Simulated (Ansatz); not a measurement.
SrO (rock salt)

```
CELL_PARAMETERS angstrom
      0.00000     2.57997     2.57997
      2.57997     0.00000     2.57997
      2.57997     2.57997     0.00000
ATOMIC_POSITIONS crystal
  O  0.00000 0.00000 0.00000
  Sr 0.50000 0.50000 0.50000
```

E(V) scan at fixed shape, V₀ the volume above. Symmetry pins the atoms to their sites.

All values below come from r2SCAN (plane waves to 500 eV, PAW, scalar-relativistic; Ansatz, a first-principles code). k mesh 11×11×11 (Γ-centred), Fermi-Dirac smearing 0.05 eV. Compression counts positive. SrO was relaxed with its symmetry unable to fall.

At one point of the scan the stress tensor (GPa) is:

```
   -1.8      0.0      0.0
    0.0     -1.8      0.0
    0.0      0.0     -1.8
```

Question: Which point is it?
A) V/V₀ = 1.040
B) V/V₀ = 1.060
C) V/V₀ = 1.080
D) V/V₀ = 1.020

Answer: D, V/V₀ = 1.020

(A scan under strain: stresses follow from slopes of the energy per volume, elastic moduli from its curvatures.)
